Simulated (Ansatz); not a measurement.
K2CoI4:
```
K2CoI4
1.0
    7.81992     0.00000     0.00000
    0.00000     8.12109     0.00000
   -3.01330     0.00000     9.17163
K Co I
4 2 8
Cartesian
  0.05359   6.09082   5.06432
  4.75302   2.03027   4.10731
  1.84795   6.09082   0.62787
  2.95867   2.03027   8.54376
  3.99277   6.09082   6.42564
  0.81384   2.03027   2.74599
  3.40969   6.09082   3.90061
  1.39693   2.03027   5.27102
 -0.70790   8.12072   2.20722
  5.51452   0.00037   6.96440
  5.51452   4.06017   6.96440
 -0.70790   4.06091   2.20722
  1.94159   6.09082   8.01343
  2.86502   2.03027   1.15820
```
The run is spin-polarised; directions of the spins, atom by atom: 0 0 0 0 ↑ ↑ 0 0 0 0 0 0 0 0.

Relaxed with r²SCAN.

Problem. Give the Bader charges and basin volumes of the independent atoms, r²SCAN in the plane-wave PAW code Ansatz.

Solution. 

| atom | Bader charge (e) | Bader volume (Å³) |
|---|---|---|
| K1 | +0.85 | 23.7 |
| K3 | +0.86 | 24.6 |
| Co5 | +0.81 | 15.2 |
| I7 | -0.63 | 58.8 |
| I9 | -0.62 | 53.4 |
| I13 | -0.64 | 59.9 |

Space group P2_1/m. The first step of the workflow began from a Materials Project structure, measured or hypothetical; the Crystallography Open Database copy checked does not list it. Its standing as an ambient phase is unchecked. The r²SCAN relaxation kept the symmetry of its start; whether a distortion lowers the energy is not shown. The final state is ferromagnetic, chosen from 2 collinear starts compared on coarse meshes (ties went to the first, and starts can fall back to one state), not a proven ground state. Other orbital occupations within this spin state were not tried. No Hubbard U is applied. Scalar-relativistic: spin–orbit coupling is off unless named, which matters more the heavier the elements.

Potentials: the later of the program's two PAW sets.
